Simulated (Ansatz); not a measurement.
A generated cell, not matched to a known phase here, of Cu$_{3}$Ni: Cmmm (No. 65), oS8; a = 5.036 Å, b = 7.019 Å, c = 2.517 Å, α = β = γ = 90.00°; Cu 4e (0.250, 0.250, 0.000); Cu 2c (0.000, 0.500, 0.500); Ni 2d (0.500, 0.500, 0.500). The numbers are results of r2SCAN (plane waves to 500 eV, PAW, scalar-relativistic; Ansatz, a first-principles code), not measurements. Element references, the lowest calculated here: Cu (Fm-3m), Ni (Fm-3m, ferromagnetic).

Q: Give the formation energy of this Cmmm form of Cu3Ni from the elements at the level r2SCAN.

A: 0.03 eV/atom.

Q: How does this cell stand against the other phases calculated?

A: It lies 0.03 eV/atom above their hull: Cu3Ni → 3 Cu + Ni (Ni Fm-3m, Cu Fm-3m) releases that much. A lower structure of this composition may exist.

Hull of the energies calculated here, no anion corrections, zero temperature, no zero-point energy; an uncalculated phase could lie lower. Values are rounded to 0.01 eV/atom. Not shown to be the ambient phase of their composition (a lower form may be missing, and a cell relaxed within its start's symmetry can be a saddle point): Cu3Ni (Cmmm). The compounds carry no spin polarisation. A magnetic state may lie lower.
